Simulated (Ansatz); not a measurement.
Property card for Cs$_{2}$PdBr$_{6}$

Cs₂PdBr₆:
```xyz
9
Lattice="0.0000 5.3849 5.3849 5.3849 0.0000 5.3849 5.3849 5.3849 0.0000" Properties=species:S:1:pos:R:3 pbc="T T T"
Cs     2.6925     2.6925     2.6925
Cs     8.0774     8.0774     8.0774
Pd     0.0000     0.0000     0.0000
Br     2.4964     5.3849     5.3849
Br     8.2734     5.3849     5.3849
Br     5.3849     2.4964     5.3849
Br     5.3849     8.2734     5.3849
Br     5.3849     5.3849     2.4964
Br     5.3849     5.3849     8.2734
```

Space group Fm-3m (No. 225); conventional cell a = 10.770 Å, b = 10.770 Å, c = 10.770 Å, α = 90.00°, β = 90.00°, γ = 90.00°.

Method: DFT-r²SCAN in the program Ansatz with PAW potentials. Structure relaxed to zero pressure with the same functional. Other levels are named where they apply.

Cell and energy:

- Volume per atom = 34.70 Å³
- Density = 4.53 g/cm³
- Formation energy from the elements (no fitted shifts) = -115 kJ/mol of atoms

Electronic structure:

- Band gap: 0.89 eV (smallest direct gap 0.91 eV)
- Valence-band maximum: at Γ
- Conduction-band minimum: at X (3 equivalent valleys)
- Electron effective mass: 0.58, 0.63, 0.63 mₑ (principal values)
- Electron effective mass with spin–orbit coupling: 0.58, 0.63, 0.63 mₑ (principal values)
- Hole effective mass, band 1 of 3 at the edge: 24 along [100], 2.7 along [110], 2.1 along [111] (mₑ)
- Hole effective mass, band 2 of 3 at the edge: 0.94 along [100], 1.4 along [110], 1.2 along [111] (mₑ)
- Hole effective mass, band 3 of 3 at the edge: 0.94 along [100], 0.94 along [110], 1.2 along [111] (mₑ)
- Hole effective mass with spin–orbit coupling, band 1 of 2 at the edge: 2.5 along [100], 1.9 along [110], 1.7 along [111] (mₑ)
- Hole effective mass with spin–orbit coupling, band 2 of 2 at the edge: 0.97 along [100], 1.1 along [110], 1.2 along [111] (mₑ)
- HSE06 gap on the r²SCAN cell: 1.64 eV
- Gap with spin–orbit coupling: 0.81 eV

Mechanics:

* **Bulk modulus (Birch–Murnaghan fit)**: 11.7 GPa
* **Pressure derivative B′**: 7.0

Charges:

- Bader charges: Cs +0.86, Pd +0.73, Br -0.41 e

The workflow started from a Materials Project entry (that database holds measured and hypothetical structures alike); the Crystallography Open Database copy checked does not list it. Whether it is the stable phase at ambient conditions was not checked. The cell was relaxed with r²SCAN under the symmetry of its start; whether a distortion lowers the energy is not shown. The run is not spin-polarised. The references are the lowest solids computed at this level, not always the standard phases. Scalar-relativistic: spin–orbit coupling is off unless named, which matters more the heavier the elements.

Potentials: the later of the program's two PAW sets.
